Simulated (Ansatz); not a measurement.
Cu (fcc, Cu type)

```xyz
1
Lattice="0.0000 1.7817 1.7817 1.7817 0.0000 1.7817 1.7817 1.7817 0.0000" Properties=species:S:1:pos:R:3 pbc="T T T"
Cu     0.0000     0.0000     0.0000
```

The slice is a {110} plane (indices of the conventional cell) through the point (0.000, 0.000, 0.000) (fractional), spanned by u = [100] and v = [1 -1 -1] in vectors of this cell: u (2.52 Å) and v (3.56 Å, at 90° to u). It covers one period; positions are fractions (u, v).

Level of theory: PBEsol (plane waves to 420 eV, PAW, scalar-relativistic; Ansatz, a program for electronic structure). k mesh 22×22×22. These are valence fields of a PAW run, semicore shells included where kept as valence: close to a nucleus they are smooth pseudo fields. Cu is run without spin polarisation. Cu was relaxed with its symmetry unable to fall. The PAW data are Ansatz's earlier set.

Three fields on this plane, each scaled to ten steps between its own extremes (0 low, 9 high; the total valence density on a logarithmic scale, the potential cut 8 eV below its top; x marks points blanked near nuclei; v = 0 in the bottom row):

Map A
```
|xxxxxx242xxxxx|
|xxxxxx454xxxxx|
|xxxxx15651xxxx|
|xxxx0467640xxx|
|xxx146777641xx|
|33456677766543|
|77777666667777|
|88877655567788|
|99987554557899|
|99986544456899|
|99987554557899|
|88877655567788|
|77777666667777|
|33456677766543|
|xxx146777641xx|
|xxxx0467640xxx|
|xxxxx15651xxxx|
|xxxxxx454xxxxx|
|xxxxxx242xxxxx|
|xxxxxx242xxxxx|
```

Map B
```
|xxxxxx141xxxxx|
|xxxxxx252xxxxx|
|xxxxx14741xxxx|
|xxxx0379730xxx|
|xxx026999620xx|
|00136899986310|
|22457777777642|
|45566655566655|
|55555444445555|
|55555433345555|
|55555444445555|
|45566655566655|
|22467777777542|
|00136899986310|
|xxx026999620xx|
|xxxx0379730xxx|
|xxxxx14741xxxx|
|xxxxxx252xxxxx|
|xxxxxx141xxxxx|
|xxxxxx131xxxxx|
```

Map C
```
|xxxxxx868xxxxx|
|xxxxxx767xxxxx|
|xxxxx96569xxxx|
|xxxx9754579xxx|
|xxx975444579xx|
|77655444445567|
|33344455544433|
|12234556554322|
|01124566654211|
|00124566654210|
|01124566654211|
|12234556554322|
|33344455544433|
|77655444445567|
|xxx975444579xx|
|xxxx9754579xxx|
|xxxxx96569xxxx|
|xxxxxx767xxxxx|
|xxxxxx868xxxxx|
|xxxxxx868xxxxx|
```

**Question.** Assign the maps to these fields: electron localisation function (ELF); valence electron density; electrostatic potential energy of an electron, from the cell's mean.

**Answer.** A is the electrostatic potential energy of an electron, from the cell's mean; B is the electron localisation function (ELF); C is the valence electron density.
